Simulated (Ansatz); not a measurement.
# Structure relaxation, HfN

The start is a generated cell, HfN placed in the FeSi structure type. A full variable-cell relaxation at zero pressure is run with PBEsol (plane waves to 420 eV, PAW, scalar-relativistic; Ansatz, a first-principles code). First-step values are on the input's coarse k-mesh.

Ansatz input (later rounds restart from its end on a renewed k-mesh):
Ansatz 0.2 input:
```yaml
crystal:
  lattice:
    - [4.694584, 0, 0]
    - [0, 4.694584, 0]
    - [0, 0, 4.694584]
  atoms:
    - { symbol: Hf, position: [0.13652, 0.13652, 0.13652] }
    - { symbol: Hf, position: [0.63652, 0.36348, 0.86348] }
    - { symbol: Hf, position: [0.86348, 0.63652, 0.36348] }
    - { symbol: Hf, position: [0.36348, 0.86348, 0.63652] }
    - { symbol: N, position: [0.8424, 0.8424, 0.8424] }
    - { symbol: N, position: [0.3424, 0.6576, 0.1576] }
    - { symbol: N, position: [0.1576, 0.3424, 0.6576] }
    - { symbol: N, position: [0.6576, 0.1576, 0.3424] }
basis: { ecutwfc: 420, ecutrho_ratio: 4, xc_grid: 2, fft_grid_basis: typed }
kpoints: { mp_grid: { grid: [5, 5, 5] } }
hamiltonian:
  xc: pbesol
  dispersion: none
  pseudopotentials: { kind: paw }
scf: { occupations: { method: fermi_dirac, width: 0.05 } }
relax: { f_tol: 0.01, max_steps: 100, cell: { stress_tol: 0.02 } }
output: { forces: true, stress: true }
```

How large is the pressure on the unrelaxed cell, and of which sign?

-18 GPa (negative: the cell is under tension).

What symmetry does the relaxed structure have?

The space group goes from P2₁3 (No. 198) to Fm-3m (No. 225); the end is rock salt type, with 2 atoms in the primitive cell.

How much energy is released per atom?

1.43 to 1.44 eV/atom (the two k-meshes of the run give this range).

Final values are on a 18×18×18 k-mesh of the relaxed cell. No spin polarisation in the result. The relaxed primitive cell holds an odd number of electrons. A magnetic state may lie lower.

The run could not lose the symmetry of its start.
